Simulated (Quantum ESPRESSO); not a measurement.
# Kohn-Sham bands of Ni2Ge (P6₃/mmc)

```xyz
6
Lattice="3.9798 0.0000 0.0000 -1.9899 3.4466 0.0000 0.0000 0.0000 5.0239" Properties=species:S:1:pos:R:3 pbc="T T T"
Ni    -1.9899     1.1489     1.2560
Ni     1.9899    -1.1489    -1.2560
Ni     0.0000     0.0000     0.0000
Ni     0.0000     0.0000     2.5119
Ge    -1.9899     1.1489    -1.2560
Ge     1.9899    -1.1489     1.2560
```

Structure: Materials Project mp-1594, symmetrised, not relaxed again. Not found in the COD (Crystallography Open Database) copy used; not checked further. Computed values, not measurements, from PBEsol: Quantum ESPRESSO (norm-conserving PseudoDojo potentials, cutoff 79 Ry, no spin polarisation, no spin-orbit coupling) on a Γ-centred 4×4×4 mesh, then Wannier90. Density: 12×12×6 mesh, cold smearing 0.01 Ry. A non-magnetic state is assumed; magnetic ones were not tried. Spin-orbit coupling, left out, would split the p-like bands by a few tenths of an eV.

Question: List the Kohn-Sham levels between −8 and 3.0 eV relative to the Fermi level at the high-symmetry points, as a band run of pw.x on that density gives them (levels within 2 meV counted together).

Answer: 
| point | k (reciprocal lattice) | levels (eV) |
|---|---|---|
| Γ | 0.000 0.000 0.000 | -6.33, -4.87 (×2), -3.77 (×2), -3.54, -3.36 (×2), -2.99 (×2), -1.90 (×2), -1.73, -1.26 (×2), -1.23 (×2), -1.10, -0.59 (×2), 0.14, 2.13, 2.71 (×2), 2.87 (×2) |
| M | 0.500 0.000 0.000 | -6.85, -4.57, -4.21, -4.07, -3.90, -3.74, -3.53, -2.99, -2.82, -2.52, -2.35, -2.29, -2.17, -2.08, -1.79, -1.49, -1.36, -1.32, -1.21, -1.17, -0.98, -0.65, -0.52, 0.66, 1.76 |
| K | 0.333 0.333 0.000 | -6.99, -5.10 (×2), -4.01 (×2), -3.70, -2.94, -2.70, -2.67 (×2), -2.30, -2.09 (×2), -1.88, -1.83 (×2), -1.69, -1.46 (×2), -1.10 (×2), -0.52, 0.49 (×2), 1.06 (×2) |
| A | 0.000 0.000 0.500 | -4.54 (×4), -4.11 (×2), -3.00 (×4), -1.69 (×2), -1.32 (×4), -1.14 (×4), 1.39 (×2) |
| L | 0.500 0.000 0.500 | -7.17 (×2), -4.07 (×2), -3.79 (×2), -2.96 (×2), -2.82 (×2), -2.22 (×2), -2.11 (×2), -1.55 (×2), -1.48 (×2), -1.20 (×2), -0.85 (×2), 0.89 (×2), 2.51 (×2) |
| H | 0.333 0.333 0.500 | -6.56 (×2), -5.68 (×2), -3.68 (×2), -2.83 (×2), -2.71 (×2), -2.35 (×2), -2.09 (×2), -1.52 (×2), -1.26 (×2), -1.13 (×2), -1.08 (×2), -0.23 (×2) |
